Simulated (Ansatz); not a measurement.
Here is the system:

SiSn:
```cif
data_SiSn
_chemical_formula_sum 'Sn1 Si1'
_space_group_name_H-M_alt 'P 1'
_space_group_IT_number 1
_cell_length_a 3.44391
_cell_length_b 3.44391
_cell_length_c 3.44391
_cell_angle_alpha 90.000
_cell_angle_beta 90.000
_cell_angle_gamma 90.000
loop_
_space_group_symop_operation_xyz
  'x, y, z'
loop_
_atom_site_label
_atom_site_type_symbol
_atom_site_fract_x
_atom_site_fract_y
_atom_site_fract_z
_atom_site_occupancy
Sn1 Sn 0.00000 0.00000 0.00000 1
Si1 Si 0.50000 0.50000 0.50000 1
```

This is the PBEsol-relaxed structure.

Question: All from the program Ansatz at the PBEsol level (PAW), unless another level is named. Give the electronic character.

Answer: metallic (no gap).

Question: Give the density of states at the Fermi level.

Answer: 0.54 states/eV per atom (mean over ±0.08 eV).

Question: Give the formation energy from the elements (no fitted shifts).

Answer: 0.39 eV/atom.

Question: Give the gap with spin–orbit coupling.

Answer: none (metallic).

Space group Pm-3m (CsCl type). A made-up cell: these elements were put on the sites of a structure type; neither database checked (COD, Materials Project) lists it. Whether it is the stable phase at ambient conditions was not checked. Symmetry was held in the PBEsol relaxation. At this level the phase is mechanically unstable. The references are the lowest solids computed at this level, not always the standard phases. Spin–orbit coupling is left out wherever it is not named.

Potentials: the earlier of the program's two PAW sets. The files were generated under PBE; for other functionals the program regenerates the frozen cores, and for LDA and PBEsol the local potential too.
